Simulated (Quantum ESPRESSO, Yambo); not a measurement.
A free-standing AgI monolayer (symmetry P-3m1, slab cell 17.3 Å high) has a direct PBEsol gap at Γ (norm-conserving PBEsol (Quantum ESPRESSO, 82 Ry, scalar-relativistic)). One step of 0.1175 1/Å from Γ towards M, the lowest conduction band rises by 0.1358 eV and the highest valence band falls by 0.0201 eV. Yambo's RPA (12×12×1 mesh) gives an in-plane polarisability α = 2.39 Å.

Task: Estimate the masses and the exciton binding energy from the screened two-dimensional hydrogen model, E_b = 8μ/(1 + √(1 + 32παμ/3))² in atomic units.

Result: With ΔE = ħ²k²/2m and ħ²/2m0 = 3.810 eV Å²: m_e = 3.810 × 0.1175² / 0.1358 = 0.387 m0, m_h = 2.617 m0, so μ = m_e m_h/(m_e + m_h) = 0.337 m0. α = 4.5 bohr, 32παμ/3 = 51.0, and E_b = 0.0400 Ha = 1.09 eV. The BSE run (12×12×1 mesh, 12 valence and 4 conduction bands, static screening with 82 bands and a 3 Ry block, scissor 1.91 eV, Tamm-Dancoff, stochastic integration of W near q = 0) gives 1.00 eV. Convergence with the mesh was not shown. One finite step overestimates masses where bands are non-parabolic, and one direction stands for all. The valence edge is degenerate; only the top band's mass is used. Convergence of the RPA response with its 12×12×1 mesh was not tested. Without spin-orbit coupling, band edges of such heavy elements can be off by tenths of an eV.

Geometry relaxed with PBEsol; primitive cell a = 4.410 Å, b = 4.410 Å, c = 17.300 Å, α = 90.00°, β = 90.00°, γ = 120.00°.

This is a model layer cut from the bulk structure; whether it is stable on its own was not checked.
